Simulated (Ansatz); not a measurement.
Below is a relaxed structure of LiH2RhC. The cell was found from a structure generator's guess, not taken from experiment.

Computed with Ansatz 0.2.0, DFT PBE, scalar-relativistic, plane waves, PAW. Cutoff 420 eV, Γ-centred mesh, Gaussian smearing, no spin polarisation.

```xyz
5
Lattice="3.5476 0.0000 0.0000 0.0000 3.5476 0.0000 0.0000 0.0000 3.8022" Properties=species:S:1:pos:R:3 pbc="T T T"
Li    1.7738    1.7738    1.9011
H     1.7738    0.0000    0.0000
H     0.0000    1.7738    0.0000
Rh    0.0000    0.0000    0.0000
C     0.0000    0.0000    1.9011
```

Formation energies are uncorrected and refer to the elements' standard structures at the same level (H₂ as a molecule).

Task: What space group does it have?

Result: P4/mmm (No. 123). Conventional cell: a = 3.548 Å, c = 3.802 Å. Li is surrounded by 4 C at 2.51 Å and 8 H at 2.60 Å; H is surrounded by 2 Rh at 1.77 Å, 4 H at 2.51 Å, 4 C at 2.60 Å and 4 Li at 2.60 Å; around Rh lie 4 H at 1.77 Å and 2 C at 1.90 Å; around C lie 2 Rh at 1.90 Å and 4 Li at 2.51 Å.

Task: What is its formation energy per atom?

Result: +0.24 eV/atom. The separate elements lie lower, so it is unstable against them.

Task: Is it a metal?

Result: Yes, bands cross the Fermi level on the 10×10×10 mesh.

Task: From what recipe could a structure generator have reached it?

Result: One such recipe: ordered mixture on the anion sites of perovskite (P4/mmm, No. 123). Other recipes can lead to the same cell.

The last run used a 10×10×10 mesh for its 5-atom cell and Gaussian smearing of 0.10 eV. The reference form of C is held partly by dispersion forces, which this level lacks. With hydrogen, zero-point motion can shift formation energies by some tens of meV/atom. A structure relaxed within its symmetry needn't be a true minimum.
